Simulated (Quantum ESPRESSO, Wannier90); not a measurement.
ZnCdSe$_{2}$ (P3m1), plane waves to Wannier functions

```xyz
4
Lattice="4.2250 0.0000 0.0000 -2.1125 3.6589 0.0000 0.0000 0.0000 6.9253" Properties=species:S:1:pos:R:3 pbc="T T T"
Zn     0.0000     0.0000     0.0009
Cd    -2.1125     1.2196     3.4429
Se    -2.1125     1.2196     0.7517
Se     0.0000     0.0000    -2.4779
```

Cell from Materials Project (mp-1215451), symmetrised, no further relaxation. Not found in the COD (Crystallography Open Database) copy used; not checked further. Level: PBEsol, no spin polarisation, no spin-orbit coupling; pw.x of Quantum ESPRESSO at 82 Ry with PseudoDojo potentials, 6×6×4 k-points, Wannier90. Density: 12×12×6 mesh, Gaussian smearing 0.01 Ry. Spin-orbit coupling, left out, would split the p-like bands by a few tenths of an eV.

Bands 19-20,31-36 form an isolated set from -12.71 to 0.00 eV relative to the valence-band maximum (on the path) and are turned into 8 Wannier functions by minimising the spread from the start: s functions at the bond centres. Bands 21–25 (Cd 4d 95 %), 26–30 (Zn 3d 96 %) lie between the kept ones and are excluded.

Task: Where do the functions sit, how wide are they and what are they made of?

Result: 
| functions | spread (Å²) | nearest atom, distance (Å) | second atom, distance (Å) | weight on atomic waves |
|---|---|---|---|---|
| 3 | 2.21 | Se 0.71 | Zn 1.84 | Se 4p 59 %, Se 4s 24 %, Zn 4s 10 % |
| 1 | 2.40 | Se 0.67 | Zn 1.81 | Se 4p 57 %, Se 4s 23 %, Zn 4s 10 % |
| 4 | 2.26 | Se 0.70 | Cd 1.95 | Se 4p 61 %, Se 4s 22 %, Cd 5s 10 % |

Ω_I = 17.20 Å², Ω_total = 18.07 Å²; the interpolated bands follow pw.x to 13 meV rms on the path. It is the lowest total spread that any start reached here.
